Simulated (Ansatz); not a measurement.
Crystals of one structure type (zinc blende) and one family of elements, relaxed and computed with the program Ansatz at the PBE level (PAW).

| crystal | V (Å³/atom) | B₀ by P(V) fit (GPa) |
|---|---|---|
| BN | 5.95 | 371 |
| BP | 11.76 | 162 |
| GaN | 11.77 | 171 |
| GaAs | 23.70 | ? |
| InP | 26.46 | 59.2 |

Q: Fit a straight line to ln B₀ against ln V and predict the withheld value.

A: Least squares on the 4 shown rows: ln B₀ = -1.23 × ln V + (8.128), with a scatter of 3 %. For GaAs this gives 69.0. The run itself gave 60.2, outside the scatter: the line misses something about this case.

All cells were relaxed under the symmetry of their starts (and spin orders); stability against distortions was not tested throughout. Scalar-relativistic: spin–orbit coupling is off unless named, which matters more the heavier the elements.

Potentials: the earlier of the program's two PAW sets.
